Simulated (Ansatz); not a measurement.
Pd (hcp (Mg type), space group No. 194) under volume change, PBEsol (plane waves, PAW; program Ansatz), shape and atoms relaxed at each volume.

| V (Å³/atom) | E − E(relaxed) (meV/atom) | P (GPa) |
|---|---|---|
| 13.318 | 88.9 | 24.10 |
| 13.757 | 36.6 | 14.39 |
| 14.196 | 8.5 | 6.43 |
| 14.635 | 0.0 | -0.01 |
| 15.074 | 7.6 | -5.40 |
| 15.513 | 28.7 | -9.87 |
| 15.952 | 61.0 | -13.55 |

Q: What does a third-order Birch–Murnaghan fit give for V₀, B₀ and B′?

A: V₀ = 14.63 Å³/atom, B₀ = 198 GPa, B′ = 5.5.

Space group P6_3/mmc (hcp (Mg type)). The first step of the workflow began from a Materials Project structure, measured or hypothetical; the Crystallography Open Database copy checked does not list it. It is not the phase usual at ambient conditions (space group No. 225). The PBEsol relaxation kept the symmetry of its start; its stability against distortions is not shown here. Magnetic state: ferromagnetic, the only order run, not a proven ground state.

Potentials: the later of the program's two PAW sets.
